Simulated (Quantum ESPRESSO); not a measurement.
# Si3FO4N: input and log of a self-consistent run

Simulated, not a measurement. The program is pw.x of Quantum ESPRESSO 7.5 (plane-wave density functional theory). The cell is made up: 9 atoms on a quartz lattice, with randomly drawn elements, strain and displacements, not relaxed. PseudoDojo standard norm-conserving files (v0.5 for PBE, v0.4.1 for LDA and PBEsol) set the functional; there is no spin polarisation, spin-orbit coupling or dispersion term, and the masses in the input are unused placeholders.

Input:

```
&control calculation='scf', pseudo_dir='./dojo.nc.sr.pbe.v0_5.standard.upf', outdir='./o', disk_io='low', tprnfor=.true., tstress=.true. /
&system ibrav=0, nat=9, ntyp=4, nbnd=30, ecutwfc=84.00895049, nosym=.true., tot_charge=0,
 occupations='smearing', smearing='fd', degauss=0.0018374661
/
&electrons conv_thr=7.350e-09, electron_maxstep=60, /
ATOMIC_SPECIES
F 1.0 F.upf
N 1.0 N.upf
O 1.0 O.upf
Si 1.0 Si.upf
CELL_PARAMETERS angstrom
4.8619 0.0589 -0.0193
-2.3799 4.2113 -0.0172
-0.0212 -0.034 5.4393
ATOMIC_POSITIONS angstrom
Si 2.2868 0.0041 3.5976
Si -1.1084 1.9824 1.8533
Si 1.3026 2.3739 0.0226
F 1.4213 1.0875 4.2574
O 3.2177 0.705 2.4254
O 2.7467 2.4804 0.647
O 0.2883 1.7932 1.2167
N -1.0768 3.0394 2.8777
O 0.7778 3.5728 4.6961
K_POINTS automatic
5 5 4 1 1 1
```

The log is shortened where brackets say so; the opening notice, blank lines, dates and the lines on written files are dropped, and the path of the files is cut. It prints rydbergs, bohrs and kilobars, and counts compression as positive stress. With no partly filled state, the Fermi energy that it prints is only some level between the filled and the empty states on the mesh, and need not lie in the true gap.

```
     Program PWSCF v.7.5
     Parallel version (MPI & OpenMP), running on       4 processor cores
     Number of MPI processes:                 4
     Threads/MPI process:                     1
     [start-up lines left out]
     bravais-lattice index     =            0
     lattice parameter (alat)  =       9.1884  a.u.
     unit-cell volume          =     756.6609 (a.u.)^3
     number of atoms/cell      =            9
     number of atomic types    =            4
     number of electrons       =        48.00
     number of Kohn-Sham states=           30
     kinetic-energy cutoff     =      84.0090  Ry
     charge density cutoff     =     336.0358  Ry
     scf convergence threshold =      7.3E-09
     mixing beta               =       0.7000
     number of iterations used =            8  plain     mixing
     Exchange-correlation= PBE
                           (   1   4   3   4   0   0   0)
     [axes and pseudopotential details left out]
   Cartesian axes
     site n.     atom                  positions (alat units)
         1        Si     tau(   1) = (   0.4703129   0.0008432   0.7398975  )
         2        Si     tau(   2) = (  -0.2279582   0.4077087   0.3811575  )
         3        Si     tau(   3) = (   0.2678982   0.4882262   0.0046480  )
         4        F      tau(   4) = (   0.2923105   0.2236598   0.8755947  )
         5        O      tau(   5) = (   0.6617657   0.1449933   0.4988179  )
         6        O      tau(   6) = (   0.5648978   0.5101295   0.1330647  )
         7        O      tau(   7) = (   0.0592930   0.3687970   0.2502316  )
         8        N      tau(   8) = (  -0.2214592   0.6250958   0.5918399  )
         9        O      tau(   9) = (   0.1599656   0.7347970   0.9658196  )
     number of k points=    50  Fermi-Dirac smearing, width (Ry)=  0.0018
                       cart. coord. in units 2pi/alat
        k(    1) = (   0.0983796   0.1715171   0.1131955), wk =   0.0400000
        k(    2) = (   0.0992498   0.1729217   0.3366875), wk =   0.0400000
     [further k points left out]
     Dense  grid:    78669 G-vectors     FFT dimensions: (  54,  54,  60)
     Estimated max dynamical RAM per process >     158.17 MB
     Estimated total dynamical RAM >     575.08 MB
     Initial potential from superposition of free atoms
     starting charge      47.9981, renormalised to      48.0000
     Starting wfcs are   36 randomized atomic wfcs
     total cpu time spent up to now is        3.2 secs
     per-process dynamical memory:   120.1 Mb
     Self-consistent Calculation
     iteration #  1     ecut=    84.01 Ry     beta= 0.70
     Davidson diagonalization with overlap
     ethr =  1.00E-02,  avg # of iterations =  3.2
     total cpu time spent up to now is        8.9 secs
     total energy              =    -227.02093362 Ry
     estimated scf accuracy    <       2.92895044 Ry
     iteration #  2     ecut=    84.01 Ry     beta= 0.70
     Davidson diagonalization with overlap
     ethr =  6.10E-03,  avg # of iterations =  3.0
     total cpu time spent up to now is       13.9 secs
     total energy              =    -227.67778564 Ry
     estimated scf accuracy    <       2.46668483 Ry
     iteration #  3     ecut=    84.01 Ry     beta= 0.70
     Davidson diagonalization with overlap
     ethr =  5.14E-03,  avg # of iterations =  2.0
     total cpu time spent up to now is       18.0 secs
     total energy              =    -228.20256642 Ry
     estimated scf accuracy    <       0.11183580 Ry
     iteration #  4     ecut=    84.01 Ry     beta= 0.70
     Davidson diagonalization with overlap
     ethr =  2.33E-04,  avg # of iterations =  7.0
     total cpu time spent up to now is       23.9 secs
     total energy              =    -228.22402352 Ry
     estimated scf accuracy    <       0.01384296 Ry
     iteration #  5     ecut=    84.01 Ry     beta= 0.70
     Davidson diagonalization with overlap
     ethr =  2.88E-05,  avg # of iterations =  7.0
     total cpu time spent up to now is       30.1 secs
     total energy              =    -228.22690900 Ry
     estimated scf accuracy    <       0.00226299 Ry
     [iterations 6 to 7 left out]
     iteration #  8     ecut=    84.01 Ry     beta= 0.70
     Davidson diagonalization with overlap
     ethr =  6.94E-08,  avg # of iterations =  2.0
     total cpu time spent up to now is       44.2 secs
     total energy              =    -228.22723634 Ry
     estimated scf accuracy    <       0.00000687 Ry
     iteration #  9     ecut=    84.01 Ry     beta= 0.70
     Davidson diagonalization with overlap
     ethr =  1.43E-08,  avg # of iterations =  3.0
     total cpu time spent up to now is       48.6 secs
     total energy              =    -228.22723827 Ry
     estimated scf accuracy    <       0.00000162 Ry
     iteration # 10     ecut=    84.01 Ry     beta= 0.70
     Davidson diagonalization with overlap
     ethr =  3.37E-09,  avg # of iterations =  2.0
     total cpu time spent up to now is       52.5 secs
     total energy              =    -228.22723835 Ry
     estimated scf accuracy    <       0.00000022 Ry
     iteration # 11     ecut=    84.01 Ry     beta= 0.70
     Davidson diagonalization with overlap
     ethr =  4.48E-10,  avg # of iterations =  2.0
     total cpu time spent up to now is       57.0 secs
     total energy              =    -228.22723839 Ry
     estimated scf accuracy    <       0.00000001 Ry
     iteration # 12     ecut=    84.01 Ry     beta= 0.70
     Davidson diagonalization with overlap
     ethr =  2.32E-11,  avg # of iterations =  4.0
     total cpu time spent up to now is       61.9 secs
     End of self-consistent calculation
          k = 0.0984 0.1715 0.1132 (  9843 PWs)   bands (ev):
   -24.3076 -16.7922 -15.6833 -14.5556 -14.4137  -9.0227  -8.1749  -5.4879
    -5.0530  -4.6118  -4.2206  -2.5866  -2.2202  -1.0531  -0.4080   0.1927
     0.2463   0.8083   1.2210   1.7421   1.8805   2.2790   4.6552   5.0870
     8.5177  11.0895  11.8648  12.3629  12.5299  13.1580
     [levels at the other k points left out]
     the Fermi energy is     6.4632 ev
!    total energy              =    -228.22723840 Ry
     estimated scf accuracy    <          1.4E-09 Ry
     smearing contrib. (-TS)   =       0.00000000 Ry
     internal energy E=F+TS    =    -228.22723840 Ry
     The total energy is F=E-TS. E is the sum of the following terms:
     one-electron contribution =    -109.28677711 Ry
     hartree contribution      =      80.60314706 Ry
     xc contribution           =     -61.38150303 Ry
     ewald contribution        =    -138.16210532 Ry
     convergence has been achieved in  12 iterations
     Forces acting on atoms (cartesian axes, Ry/au):
     atom    1 type  4   force =     0.01213317   -0.21534484   -0.32413261
     atom    2 type  4   force =    -0.07075964   -0.08850662   -0.11275898
     atom    3 type  4   force =    -0.00954448   -0.05195281    0.18004140
     atom    4 type  1   force =    -0.11470473    0.13889111    0.08376809
     atom    5 type  3   force =    -0.06056019   -0.13760393    0.07738095
     atom    6 type  3   force =    -0.04997314    0.00050011   -0.10523738
     atom    7 type  3   force =     0.19906174   -0.02962886   -0.18304771
     atom    8 type  2   force =     0.04256962    0.34178408    0.32509929
     atom    9 type  3   force =     0.05177766    0.04186176    0.05888696
     Total force =     0.774725     Total SCF correction =     0.000035
     Computing stress (Cartesian axis) and pressure
          total   stress  (Ry/bohr**3)                   (kbar)     P=      214.01
   0.00109716  -0.00069144   0.00014045          161.40     -101.71       20.66
  -0.00069144   0.00189776   0.00068341         -101.71      279.17      100.53
   0.00014045   0.00068341   0.00136956           20.66      100.53      201.47
     init_run     :      2.94s CPU      3.08s WALL (       1 calls)
     electrons    :     58.44s CPU     58.74s WALL (       1 calls)
     forces       :      0.92s CPU      0.93s WALL (       1 calls)
     stress       :      3.18s CPU      3.18s WALL (       1 calls)
     [timing details left out]
     PWSCF        :   1m 5.62s CPU   1m 6.08s WALL
     JOB DONE.
```

In other units: free energy -3105.190 eV for the cell, pressure 21.40 GPa, largest force component 8.788 eV/Å. A rerun of this cell at 1437 eV and a 7 x 7 x 6 mesh moved values by no more than 0.003 eV in energy, 0.02 GPa in stress and 0.002 eV/Å in force.